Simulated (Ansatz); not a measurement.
## Property card for IrW

IrW:
```
CELL_PARAMETERS angstrom
      3.12156     0.00000     0.00000
      0.00000     3.12156     0.00000
      0.00000     0.00000     3.12156
ATOMIC_POSITIONS crystal
  Ir 0.00000 0.00000 0.00000
  W  0.50000 0.50000 0.50000
```

Space group Pm-3m (No. 221), CsCl type; conventional cell a = 3.122 Å, b = 3.122 Å, c = 3.122 Å, α = 90.00°, β = 90.00°, γ = 90.00°.

Method: the program Ansatz at the PBEsol level (PAW). Structure relaxed to zero pressure with the same functional. Other levels are named where they apply.

### Cell and energy

```json
{
 "volume_per_atom": "15.21 Å³",
 "density": "20.53 g/cm³",
 "Formation energy from the elements (no fitted shifts)": "0.41 eV/atom"
}
```

### Electronic structure

```json
{
 "electronic_character": "metallic (no gap)",
 "Density of states at the Fermi level": "1.7 states/eV per atom (mean over ±0.08 eV)",
 "Gap with spin–orbit coupling": "none (metallic)"
}
```

### Mechanics

```json
{
  "Bulk modulus (Birch–Murnaghan fit)": "328 GPa",
  "Pressure derivative B′": "4.5",
  "Elastic constants (relaxed ions, GPa)": "C11 = -1.7, C12 = 494, C44 = 96.9",
  "mechanical_stability": "unstable (C has a negative eigenvalue)"
}
```

### Phonons

```json
{
  "zone_centre_stability": "unstable, softest mode 52i cm⁻¹"
}
```

The start of the workflow was typed in or built on a structure type; neither database checked (COD, Materials Project) lists it. COD files the formula under space group No. 51. Whether it is the stable phase at ambient conditions was not checked. Symmetry was held in the PBEsol relaxation. The run is not spin-polarised. Its formation energy is positive at this level, so the cell may be metastable or incomplete. As this level gives no gap, shear constants depend on the k-mesh and smearing (Fermi–Dirac, 0.1 eV here). As this level gives no gap, phonon frequencies hold no LO–TO term and depend on the k-mesh and smearing (Fermi–Dirac, 0.1 eV here). On the denser mesh and wider smearing of the elastic run this cell carries a stress of 0.3 GPa. The references are the lowest solids computed at this level, not always the standard phases. Scalar-relativistic: spin–orbit coupling is off unless named, which matters more the heavier the elements.

Potentials: the earlier of the program's two PAW sets. The files were generated under PBE; for other functionals the program regenerates the frozen cores, and for LDA and PBEsol the local potential too.
